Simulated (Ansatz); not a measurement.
## Does relaxation matter for the field gradients of SnO with Pb replacing Sn?

Start: a supercell of SnO (space group P4/nmm) built from a computed structure from the Materials Project (it need not be an observed phase), with all atoms left at the host's positions.

Space group P4mm (No. 99); a = 7.6274, c = 9.7738 Å.

| site | Wyckoff | site symmetry | x | y | z |
| --- | --- | --- | --- | --- | --- |
| Pb | 1a | 4mm | 0.0000 | 0.0000 | 0.1177 |
| Sn2 | 1a | 4mm | 0.0000 | 0.0000 | 0.6177 |
| Sn3 | 2c | 2mm. | 0.0000 | 0.5000 | 0.1177 |
| Sn4 | 2c | 2mm. | 0.0000 | 0.5000 | 0.6177 |
| Sn7 | 1b | 4mm | 0.5000 | 0.5000 | 0.1177 |
| Sn8 | 1b | 4mm | 0.5000 | 0.5000 | 0.6177 |
| Sn9 | 4d | ..m | 0.2500 | 0.7500 | 0.3823 |
| Sn10 | 4d | ..m | 0.2500 | 0.7500 | 0.8823 |
| O17 | 4e | .m. | 0.2500 | 0.0000 | 0.0000 |
| O18 | 4e | .m. | 0.2500 | 0.0000 | 0.5000 |
| O19 | 4f | .m. | 0.2500 | 0.5000 | 0.0000 |
| O20 | 4f | .m. | 0.2500 | 0.5000 | 0.5000 |

One atom of each set is listed.

The numbers come from a DFT calculation in Ansatz (PBE, plane waves and PAW, scalar-relativistic, 420 eV cutoff, Γ-centred 3×3×2 k-points, Fermi–Dirac smearing 0.01 eV).

The largest force at the start is 2.6 eV/Å. Relaxing the ions at fixed cell moves them by 0.131 Å at most (atom 1, Pb) and 0.041 Å rms.

```
site  moved (Å)              first shell before                    first shell after  V_zz before (10²¹ V/m²)  η before
  Pb      0.131                   4 O at 2.23 Å                        4 O at 2.37 Å                    -25.7      0.00
 Sn3      0.013                   4 O at 2.23 Å                   4 O at 2.20–2.24 Å                   -17.71      0.03
 Sn4      0.039                   4 O at 2.23 Å                   4 O at 2.24–2.25 Å                   -17.40      0.00
 Sn7      0.013                   4 O at 2.23 Å                        4 O at 2.22 Å                   -17.61      0.00
 Sn9      0.004                   4 O at 2.23 Å                   4 O at 2.22–2.24 Å                   -17.66      0.01
Sn10      0.033                   4 O at 2.23 Å                   4 O at 2.22–2.24 Å                   -17.51      0.01
 O17      0.073  3 Sn at 2.23 Å, 1 Pb at 2.23 Å  3 Sn at 2.20–2.22 Å, 1 Pb at 2.37 Å                    -0.86      0.07
 O18      0.021                  4 Sn at 2.23 Å                       4 Sn at 2.24 Å                    0.051      0.25
 O19      0.020                  4 Sn at 2.23 Å                  4 Sn at 2.22–2.24 Å                     0.13      0.05
 O20      0.004                  4 Sn at 2.23 Å                  4 Sn at 2.22–2.25 Å                    -0.13      0.40
```

(1) What are V_zz and η after the relaxation?

Results:

(1) 

| site | V_zz after | η after | change of V_zz |
| --- | --- | --- | --- |
| Pb | -21.6 | 0.00 | +4.20 |
| Sn3 | -18.73 | 0.14 | -1.02 |
| Sn4 | -17.23 | 0.11 | +0.17 |
| Sn7 | -18.74 | 0.00 | -1.13 |
| Sn9 | -17.66 | 0.01 | 0.00 |
| Sn10 | -17.52 | 0.05 | -0.01 |
| O17 | -1.41 | 0.44 | -0.55 |
| O18 | 0.45 | 0.00 | +0.40 |
| O19 | 0.88 | 0.18 | +0.75 |
| O20 | -0.73 | 0.72 | -0.60 |

The largest change of V_zz is on Pb, from -25.7 to -21.6. In per cent, |V_zz| changes by -16 on Pb, -1 to +6 on Sn (all sites that start above 2). Where |V_zz| stays above 0.1, η moves most on O17, from 0.07 to 0.44. The table leaves out 2 of the 12 sites, with |V_zz| up to 17.46; their tensors move by 0.15 at most along any direction. The statements above cover all sites. The electronic state changes along with the positions (the gap closes), so the changes aren't those of geometry alone. The host's own positions weren't relaxed first, so part of the change far from the defect can be the host's relaxation.

The defect repeats with the cell of 32 atoms, so it feels its images: sites between two images don't show the values beside a lone defect, and zeros or small values of η there can come from the images' arrangement. O and Sn carry a gradient in the pure host already, so the values there aren't the defect's effect alone. Spin–orbit coupling is left out, which shifts gradients on Pb by a few per cent in wide-gap crystals, and can shift them far more where the calculated gap is small or absent, as here.
Before: With a gap of 0.2 eV on this mesh, small gradients can still move by 0.1 × 10²¹ V/m² or more as the k-mesh gets denser. The neighbours have not yet relaxed around the defect (largest force 2.6 eV/Å), so a real crystal will differ.
After: The run isn't spin-polarised, and a state with spin may lie lower. The relaxation keeps the site symmetry 4mm of the start, so the impurity can move only along its axis; a distortion that would localise the partly filled state isn't explored. The defect cell has no gap above 0.1 eV on its mesh, so the values can hang on the smearing and the k-mesh.
